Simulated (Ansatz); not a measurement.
# Fixed-spin-moment curve of CoO

Computed with DFT PBEsol, scalar-relativistic, plane waves, PAW in Ansatz 0.2.0.

```yaml
crystal:
  lattice:
    - [0.00000, 2.17448, 2.17448]
    - [2.17448, 0.00000, 2.17448]
    - [2.17448, 2.17448, 0.00000]
  atoms:
    - { symbol: Co, position: [0.00000, 0.00000, 0.00000] }
    - { symbol: O, position: [0.25000, 0.25000, 0.25000] }
```

| Item | Value |
| --- | --- |
| plane-wave cutoff | 420 eV |
| Γ-centred k-mesh | 16×16×16 |
| occupation rule | Gaussian smearing, 0.1 eV |

The total moment of the cell is held at each value, at fixed atoms.

Site moments are spin moments in atom-centred spheres that scale with the neighbour distance.

```csv
held moment (μB/cell),E above lowest (meV/atom),P (GPa),site moments (μB)
0.00,78.5,-7.1,none over 0.05
0.50,?,?,?
1.00,?,?,?
1.50,?,?,?
2.00,0.0,1.7,"Co +1.64, O +0.19"
2.50,12.5,7.2,"Co +2.00, O +0.28"
3.00,48.2,13.5,"Co +2.34, O +0.39"
3.50,470.6,21.2,"Co +2.52, O +0.52"
4.00,1176.9,30.7,"Co +2.71, O +0.63"
```

Fill in the withheld rows.

The withheld rows:

```
held moment (μB/cell) E above lowest (meV/atom) P (GPa) site moments (μB)
                 0.50                       72.8     -6.6           Co +0.43
                 1.00                       50.9     -5.2  Co +0.85, O +0.07
                 1.50                        9.0     -2.9  Co +1.27, O +0.12
```

This zinc-blende form isn't the usual stable structure of the compound.

Cost: 9 runs of about 1.3 core-minutes in all, on Intel Xeon Platinum 8488C (Sapphire Rapids) (shared hosts).